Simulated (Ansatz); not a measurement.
Relaxed AlRu (CsCl type):

```
AlRu
1.0
    3.00370     0.00000     0.00000
    0.00000     3.00370     0.00000
    0.00000     0.00000     3.00370
Al Ru
1 1
Direct
  0.00000   0.00000   0.00000
  0.50000   0.50000   0.50000
```

The atoms are displaced by Q × the pattern below (from a DFPT mode at Γ, largest move 1; Q in Å), at fixed cell. It is one choice among 3 degenerate patterns.

```
atom      x      y       z
----  -----  -----  ------
Al1   0.000  0.000   1.000
Ru2   0.000  0.000  -0.267
```

Calculation: PBE (plane waves to 420 eV, PAW, scalar-relativistic; Ansatz, a first-principles code). k mesh 15×15×15 (Γ-centred), Fermi-Dirac smearing 0.05 eV. With partly filled bands, energies and forces of such displacements shift with the k mesh and the smearing. AlRu is run without spin polarisation. AlRu was relaxed with its symmetry unable to fall. 

| Q (Å) | −dE/dQ from forces (eV/Å) |
|---|---|
| -0.180 | 2.121 |
| -0.150 | 1.772 |
| -0.120 | 1.421 |
| -0.090 | 1.067 |
| -0.060 | 0.712 |
| -0.030 | 0.356 |
| 0.000 | 0.000 |
| 0.030 | -0.356 |
| 0.060 | -0.712 |
| 0.090 | -1.067 |
| 0.120 | -1.421 |
| 0.150 | -1.772 |
| 0.180 | -2.121 |

Task: What harmonic wavenumber does the curvature at Q = 0 give?

Result: 307 cm⁻¹. E″ = 11.88 eV/Å², M = Σ mᵢ|uᵢ|² = 34.2 u, ν̃ = 521.5·√(|E″|/M).

(For displaced atoms, the force is minus the slope of the energy, and its curvature is a force constant, which sets phonon frequencies.)
